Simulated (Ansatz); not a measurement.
Crystals of one structure type (diamond) and one family of elements, relaxed and computed with DFT-PBE in the program Ansatz with PAW potentials.

| crystal | V (Å³/atom) | B₀ by P(V) fit (GPa) |
|---|---|---|
| Ru | 20.28 | 163 |
| Rh | 20.93 | ? |
| Mo | 23.00 | 107 |
| Pd | 24.49 | 66.3 |
| Nb | 25.72 | 67.0 |
| Ag | 30.03 | 30.4 |
| Zr | 30.91 | 36.8 |

**Question.** Fit a straight line to ln B₀ against ln V and predict the withheld value.

**Answer.** Least squares on the 6 shown rows: ln B₀ = -3.86 × ln V + (16.694), with a scatter of 11 %. For Rh this gives 142. The run itself gave 129, within the scatter.

Typed or built starts, not in the databases checked: Ru, diamond; Rh, diamond; Mo, diamond; Pd, diamond; Nb, diamond; Ag, diamond; Zr, diamond. Not the usual ambient phase: Ru, diamond; Rh, diamond; Mo, diamond; Pd, diamond; Nb, diamond; Ag, diamond; Zr, diamond. Began spin-polarised and lost the moments: Ru, diamond; Rh, diamond. All cells were relaxed under the symmetry of their starts (and spin orders); stability against distortions was not tested throughout. Rows with no word on spin ran without spin polarisation. Spin–orbit coupling is left out wherever it is not named.

Potentials: the later of the program's two PAW sets.
